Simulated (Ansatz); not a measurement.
Ga2Cu (space group P4/mmm)

```
Ga2Cu
1.0
    5.54212     0.00000     0.00000
    0.00000     2.77106     0.00000
    0.00000     0.00000     5.66530
Ga Cu
4 2
Direct
  0.25000   0.50000   0.28331
  0.75000   0.50000   0.28331
  0.25000   0.50000   0.71669
  0.75000   0.50000   0.71669
  0.00000   0.00000   0.00000
  0.50000   0.00000   0.00000
```

A phonon eigenvector at X = (0.5, 0.0, 0.0) is frozen into this cell: atom i moves by Q times the vector below, so Q is the largest atomic displacement, in Å. The cell is held. (q is in reciprocal vectors of the primitive cell; the cell shown is doubled to hold the pattern.)

| atom | x | y | z |
|---|---|---|---|
| Ga1 | 0.000 | 0.000 | 1.000 |
| Ga2 | 0.000 | 0.000 | -1.000 |
| Ga3 | 0.000 | 0.000 | 1.000 |
| Ga4 | 0.000 | 0.000 | -1.000 |

Atoms not listed stay in place.

All values below come from LDA (plane waves to 420 eV, PAW, scalar-relativistic; Ansatz, a program for electronic structure). k mesh 9×17×8 (Γ-centred), Fermi-Dirac smearing 0.05 eV. The energy includes the smearing's −TS. Stress and pressure are positive under compression. With partly filled bands, energies and forces of such displacements shift with the k mesh and the smearing. Ga2Cu is run without spin polarisation. Ga2Cu was relaxed with its symmetry unable to fall. ΔE is measured from the undisplaced structure.

```tsv
Q (Å)	P (GPa)	ΔE (eV/cell)
-0.100	0.5	…
-0.083	0.3	0.043
-0.067	0.2	0.028
-0.050	0.1	0.016
-0.033	0.1	0.007
-0.017	0.0	0.002
0.000	0.0	0.000
0.017	0.0	0.002
0.033	0.1	0.007
0.050	0.1	0.016
0.067	0.2	0.028
0.083	0.3	0.043
0.100	0.5	…
```

Complete the blanks.


- -0.100, ΔE (eV/cell): 0.063
- 0.100, ΔE (eV/cell): 0.063

(For displaced atoms, the force is minus the slope of the energy, and its curvature is a force constant, which sets phonon frequencies.)
